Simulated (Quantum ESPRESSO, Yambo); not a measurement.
## MgI2 monolayer: DFT and GW levels

```
CELL_PARAMETERS angstrom
      4.13024     0.00000     0.00000
     -2.06512     3.57689     0.00000
      0.00000     0.00000    16.30000
ATOMIC_POSITIONS crystal
  Mg 0.00000 0.00000 0.00000
  I  0.33333 0.66667 0.10225
  I  0.66667 0.33333 0.89775
```

The layer was cut from Materials Project entry mp-23205 and relaxed with PBEsol in a cell 16.3 Å high, with the Coulomb interaction truncated along z.

Starting point: PBEsol (Quantum ESPRESSO, PseudoDojo norm-conserving, 84 Ry, no spin-orbit coupling). G0W0 in Yambo: 6×6×1 Γ-centred k mesh, bands 5 to 158 and a 7 Ry block in the screening, 158 bands in G with the Bruneval-Gonze terminator, plasmon pole fitted at 27.2 eV, slab-truncated Coulomb interaction, stochastic integration of W near q = 0.

```yaml
PBEsol gap along the band path: 3.62 eV
PBEsol gap between the mesh's edge points (Γ → M): 3.62 eV
G0W0 gap between the same points: 6.03 eV
PBEsol smallest direct gap on the mesh (at M): 4.09 eV
G0W0 direct gap at that point: 6.55 eV
```

```json
[
 {"k point": "Γ", "band": "VB", "E PBEsol (eV)": "0.00", "E QP (eV)": "-1.37", "shift (eV)": "-1.37", "Z": "0.80"},
 {"k point": "Γ", "band": "CB", "E PBEsol (eV)": "4.10", "E QP (eV)": "5.09", "shift (eV)": "0.99", "Z": "0.83"},
 {"k point": "M", "band": "VB", "E PBEsol (eV)": "-0.47", "E QP (eV)": "-1.88", "shift (eV)": "-1.41", "Z": "0.80"},
 {"k point": "M", "band": "CB", "E PBEsol (eV)": "3.62", "E QP (eV)": "4.67", "shift (eV)": "1.05", "Z": "0.82"},
 {"k point": "K", "band": "VB", "E PBEsol (eV)": "-0.81", "E QP (eV)": "-2.30", "shift (eV)": "-1.50", "Z": "0.80"},
 {"k point": "K", "band": "CB", "E PBEsol (eV)": "4.46", "E QP (eV)": "5.57", "shift (eV)": "1.11", "Z": "0.82"}
]
```

Energies count from the PBEsol valence-band maximum.

Nearest settings tried, and what they do to the gap: 98 bands in G: +3 meV; 98 bands in W, 98 bands in G: -6 meV; 6 Ry block (379 vectors against 525): -40 meV. Not varied: mesh, cell height. So the settings aren't converged at that level.

Spin-orbit coupling is left out, which matters for elements this heavy: edges can move by tenths of an eV.

This is a model layer cut from the bulk structure; whether it is stable on its own was not checked.
